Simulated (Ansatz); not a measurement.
The relaxed structure here is a generated cell of BeAu: the first start was made by placing the elements on the sites of a structure type, and the end was not matched to a known phase here, so it may be hypothetical.

A relaxed cell of BeAu (Immm (No. 71)), relaxed on a k-mesh at least as fine as the one used below. These are PBEsol (plane waves to 420 eV, PAW, scalar-relativistic; Ansatz, a first-principles code) values and carry that method's errors. Γ-centred k-mesh 10×14×7 on the run's cell (coarser than for final values), Fermi–Dirac smearing 0.05 eV.

```
BeAu
1.0
   -1.34292     2.00947     2.54604
    1.34292    -2.00947     2.54604
    2.68584     4.01894    -5.09209
Au Be
2 2
Direct
  0.00000   0.00000   0.00000
  0.00000   0.00000   0.50000
  0.50000   0.50000   0.00000
  0.50000   0.50000   0.50000
```

The atoms are displaced by (Å):

```json
[
 {"atom": "Au1", "ux": "-0.118", "uy": "0.135", "uz": "0.012"},
 {"atom": "Au2", "ux": "-0.096", "uy": "0.034", "uz": "0.000"},
 {"atom": "Be3", "ux": "-0.005", "uy": "-0.166", "uz": "0.102"},
 {"atom": "Be4", "ux": "0.060", "uy": "-0.002", "uz": "0.165"}
]
```

Task: What forces (eV/Å) and pressure result?

Result: 
```
atom     Fx     Fy     Fz
----  -----  -----  -----
Au1    1.35  -1.31  -0.09
Au2   -0.44  -0.91   0.10
Be3   -0.75   1.72   0.02
Be4   -0.17   0.49  -0.03
```

Pressure +3.1 GPa.

Task: Estimate the energy cost of the displacement in the harmonic approximation and compare with the calculation.

Result: For a harmonic well ΔE = −½ Σ F·u = 0.310 eV a cell, or 78 meV/atom. The calculated energy relative to the undisplaced cell is +0.07 eV/atom, so the harmonic estimate holds well.

The undisplaced cell is probably no minimum: from this displacement the run went on to C2/m (No. 12), 0.22 eV/atom below it.

No spin polarisation in the result.
